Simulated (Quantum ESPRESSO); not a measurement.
Parts of the isotropic shielding in LiF, by GIPAW with PBE in a modified build of Quantum ESPRESSO, on JTH PAW datasets, 22.5 Ha, k-mesh 6×6×6 shifted:

```yaml
crystal:
  lattice:
    - [0.00000, 2.05192, 2.02130]
    - [2.05192, 0.00000, 2.02130]
    - [2.05192, 2.05192, 0.00000]
  atoms:
    - { symbol: Li, position: [0.00000, 0.00000, 0.00000] }
    - { symbol: F, position: [0.50000, 0.50000, 0.50000] }
```
The cell was made here from a computed Materials Project entry: strained by -1 % along the cube axis and by +0.5 % across it, atoms relaxed (PBE without dispersion, pw.x of Quantum ESPRESSO, symmetry kept). The parent is LiF in Fm-3m. Stability against distortions was not tested.

The core term is that of the free atom's frozen core; the paramagnetic column sums the reconstruction terms. These are absolute shieldings with no macroscopic susceptibility term; δ = σ_ref − σ needs a reference computed alike. By our sweeps, such settings leave a few ppm in absolute σ.

```tsv
site	core	bare (smooth current)	diamagnetic correction	paramagnetic corrections	σ_iso (ppm)
Li (atom 1)	0.0	13.9	69.4	[?]	[?]
F (atom 2)	306.4	97.8	50.9	[?]	[?]
```

**Question.** Fill in the missing entries.

**Answer.** 
- Li (atom 1), paramagnetic corrections: -1.4
- Li (atom 1), σ_iso (ppm): 81.9
- F (atom 2), paramagnetic corrections: -91.6
- F (atom 2), σ_iso (ppm): 363.5
